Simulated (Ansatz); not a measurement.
HgSe:
```yaml
crystal:
  lattice:
    - [4.17511, 0.00000, 0.00000]
    - [-2.08756, 3.61576, 0.00000]
    - [0.00000, 0.00000, 9.57830]
  atoms:
    - { symbol: Hg, position: [0.00000, 0.66418, 0.33333] }
    - { symbol: Hg, position: [0.33582, 0.33582, 0.00000] }
    - { symbol: Hg, position: [0.66418, 0.00000, 0.66667] }
    - { symbol: Se, position: [0.00000, 0.53761, 0.83333] }
    - { symbol: Se, position: [0.46239, 0.46239, 0.50000] }
    - { symbol: Se, position: [0.53761, 0.00000, 0.16667] }
```

Relaxed with LDA. Special points in fractions of this cell's reciprocal vectors: Γ (0.000, 0.000, 0.000); M (0.500, 0.000, 0.000); K (0.333, 0.333, 0.000); A (0.000, 0.000, 0.500); L (0.500, 0.000, 0.500); H (0.333, 0.333, 0.500).

**Question.** List the band energies nearest the valence-band maximum at these points for LDA (plane waves, PAW; program Ansatz).

**Answer.** In eV from the valence-band maximum; about four levels below and three above (degenerate sets whole), none deeper than 8.9 eV; points with the same levels are listed once.

```json
[
 {"k": "Γ", "below": "-1.37 -1.37 -0.38 -0.08 -0.08", "above": "0.52 2.56 2.56"},
 {"k": "M", "below": "-2.37 -1.45 -1.00 -0.81", "above": "0.83 2.01 2.40"},
 {"k": "K", "below": "-2.98 -2.98 -1.57 -0.99 -0.99", "above": "1.38 2.09 2.09"},
 {"k": "A", "below": "-1.37 -1.37 -1.37 -0.06 -0.06 -0.03", "above": "1.49 1.49 2.37"},
 {"k": "L", "below": "-2.05 -2.00 -0.98 -0.85", "above": "1.14 1.76 2.70"},
 {"k": "H", "below": "-2.50 -2.50 -2.19 -0.75", "above": "2.16 2.74 2.74"}
]
```

Space group P3_221. The first step of the workflow began from a Materials Project structure, measured or hypothetical; the Crystallography Open Database copy checked does not list it. COD files the formula under space group No. 216. Its standing as an ambient phase is unchecked. The cell was relaxed with LDA under the symmetry of its start; whether a distortion lowers the energy is not shown. A crystal of weakly bound chains computed without a dispersion correction: the cell and the soft elastic constants depend strongly on that. Scalar-relativistic: spin–orbit coupling is off unless named, which matters more the heavier the elements.

Potentials: the later of the program's two PAW sets.
